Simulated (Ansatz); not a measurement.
The relaxed structure here is a generated cell of CdS: the first start was made by placing the elements on the sites of a structure type, and the end was not matched to a known phase here, so it may be hypothetical. Known forms of CdS include space group No. 186, 216.

A relaxed structure of CdS. Space group P4₂/mnm (No. 136), AFLOW prototype AB_tP8_136_g_f (as in BeO). All values below come from r2SCAN (plane waves to 500 eV, PAW, scalar-relativistic; Ansatz, an electronic-structure program).

```cif
data_Cd4S4
_chemical_formula_sum 'S4 Cd4'
_space_group_name_H-M_alt 'P42/mnm'
_space_group_IT_number 136
_space_group_name_Hall '-P 4n 2n'
_cell_length_a 7.12897
_cell_length_b 7.12897
_cell_length_c 4.19808
_cell_angle_alpha 90.000
_cell_angle_beta 90.000
_cell_angle_gamma 90.000
loop_
_atom_site_label
_atom_site_type_symbol
_atom_site_symmetry_multiplicity
_atom_site_Wyckoff_symbol
_atom_site_fract_x
_atom_site_fract_y
_atom_site_fract_z
_atom_site_occupancy
S1 S 4 g 0.18436 0.18436 0.50000 1
Cd1 Cd 4 f 0.32192 0.32192 0.00000 1
```

Predict the band gap from r2SCAN.

1.72 eV, direct at Γ (no spin-orbit coupling).

No spin polarisation in the result.

The run could not lose the symmetry of its start: the end is stationary, and may be a saddle point rather than a minimum.
